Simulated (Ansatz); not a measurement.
YPb3:
```yaml
crystal:
  lattice:
    - [4.86081, 0.00000, 0.00000]
    - [0.00000, 4.86081, 0.00000]
    - [0.00000, 0.00000, 4.86081]
  atoms:
    - { symbol: Y, position: [0.00000, 0.00000, 0.00000] }
    - { symbol: Pb, position: [0.00000, 0.50000, 0.50000] }
    - { symbol: Pb, position: [0.50000, 0.00000, 0.50000] }
    - { symbol: Pb, position: [0.50000, 0.50000, 0.00000] }
```

Relaxed with r²SCAN.

Problem. Give the Bader charges and basin volumes of the independent atoms, r²SCAN (plane waves, PAW; program Ansatz).

Solution. 

| atom | Bader charge (e) | Bader volume (Å³) |
|---|---|---|
| Y1 | +1.56 | 18.7 |
| Pb2 | -0.52 | 32.0 |

Space group Pm-3m (Cu3Au type). The workflow started from an entry of the Crystallography Open Database (COD). Its standing as an ambient phase is unchecked. The cell was relaxed with r²SCAN under the symmetry of its start; its stability against distortions is not shown here. The run is not spin-polarised. Scalar-relativistic: spin–orbit coupling is off unless named, which matters more the heavier the elements.

Potentials: the later of the program's two PAW sets.
